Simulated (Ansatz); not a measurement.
The cell below belongs to a search over invented structures; it isn't taken from experiment.

Input and command of a plane-wave DFT calculation in Ansatz:

```yaml
crystal:
  lattice:
    - [4.0307631145, 0.0, 0.0]
    - [-2.0153815573, 3.4907432538, 0.0]
    - [0.0, 0.0, 16.6125963095]
  atoms:
    - { symbol: Ga, position: [0.0, 0.0, 0.4478024631] }
    - { symbol: Ga, position: [0.3333333333, 0.6666666667, 0.6482874215] }
    - { symbol: Ga, position: [0.3333333333, 0.6666666667, 0.0468764066] }
    - { symbol: Ga, position: [0.6666666667, 0.3333333333, 0.2471113446] }
    - { symbol: As, position: [0.6666666667, 0.3333333333, 0.3976421411] }
    - { symbol: As, position: [0.0, 0.0, 0.5984037699] }
    - { symbol: As, position: [0.3333333333, 0.6666666667, 0.799036208] }
    - { symbol: As, position: [0.0, 0.0, 0.9901916761] }
    - { symbol: As, position: [0.3333333333, 0.6666666667, 0.1970880552] }
    - { symbol: As, position: [0.6666666667, 0.3333333333, 0.868560514] }
basis:
  ecutwfc: 420
kpoints:
  mp_grid: { grid: [12, 12, 2] }
hamiltonian:
  xc: pbe
scf:
  occupations: { method: gaussian, width: 0.02 }
output:
  forces: true
  stress: true
  eigenvalues: true
  write_density: true
  write_potential: true
  elf: true
  volumetric_format: npy
relax:
  adjacent_minimum: "off"
  f_tol: 0.001
  max_steps: 60
  cell: { stress_tol: 0.01 }
```

```bash
ansatz run input.yaml --threads 3 --pin off --max-ram 7680MiB --backend cpu --events-out ev --progress --plain --runs-dir out
```

Processor: Intel(R) Xeon(R) 6975P-C (Granite Rapids), 3 threads, on a host shared with other jobs.

Task: How long does it run, and how much memory does it take?

Result: About 67 s, peak memory 1 GiB. It solves 86 bands at 38 k points (after reduction by symmetry) with about 4591 plane waves (on the last cell), in 36 SCF iterations over 4 ionic steps.
